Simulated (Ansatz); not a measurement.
BN (zinc blende), relaxed with LDA (Ansatz, a first-principles code, plane waves, PAW): a = b = c = 3.5806 Å, α = β = γ = 90.00°.

| Property | Value |
|---|---|
| gap (eV) | 4.39 |
| ΔH_f (eV/atom) | -1.53 |
| B₀ by P(V) fit (GPa) | 402 |
| electron conductivity mass (mₑ) | 0.38 |

Problem. The same phase is relaxed and computed with r²SCAN in the same code. What are the cell and these values now?

Solution. a = b = c = 3.610 Å, α = β = γ = 90.00°.

- gap (eV): 5.00
- ΔH_f (eV/atom): -1.31
- B₀ by P(V) fit (GPa): 392
- electron conductivity mass (mₑ): 0.37

All cells were relaxed under the symmetry of their starts (and spin orders); stability against distortions was not tested throughout.

Potentials: the later of the program's two PAW sets.

Ansatz is a plane-wave DFT program.

Formation energies count from the lowest solids of the elements computed at the same level, not from gases.
